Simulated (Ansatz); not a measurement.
Space group I4/mmm (No. 139). a = 3.746 Å, b = 3.746 Å, c = 8.676 Å, α = 90.00°, β = 90.00°, γ = 90.00°
| atom | site | symmetry | x | y | z |
| --- | --- | --- | --- | --- | --- |
| Ti | 2a | 4/mmm | 0.0000 | 0.0000 | 0.0000 |
| Ga | 2b | 4/mmm | 0.5000 | 0.5000 | 0.0000 |
| Ga | 4d | -4m2 | 0.0000 | 0.5000 | 0.2500 |

Equation of state of this TiGa3 structure (not necessarily the ground state), with shape and atoms relaxed at each volume where symmetry leaves them free. It has no gap at any of these volumes. These are results of Ansatz, DFT PBEsol, scalar-relativistic, plane waves, PAW, not measurements.

Plane waves to 420 eV, a k mesh through Γ of 16×16×16 on the computed 4-atom cell and Gaussian smearing (0.10 eV); no spin polarisation.

```csv
V (Å³/atom),E − E(largest V) (meV/atom),P (GPa)
14.302,4.26,8.04
14.759,-12.25,3.68
15.215,-17.32,0.00
15.672,-12.74,-3.11
16.128,0.00,-5.74
```

Task: Fit a third-order Birch–Murnaghan equation to E(V).

Result: V0 = 15.21 Å³/atom, B0 = 113 GPa, B0' = 4.6.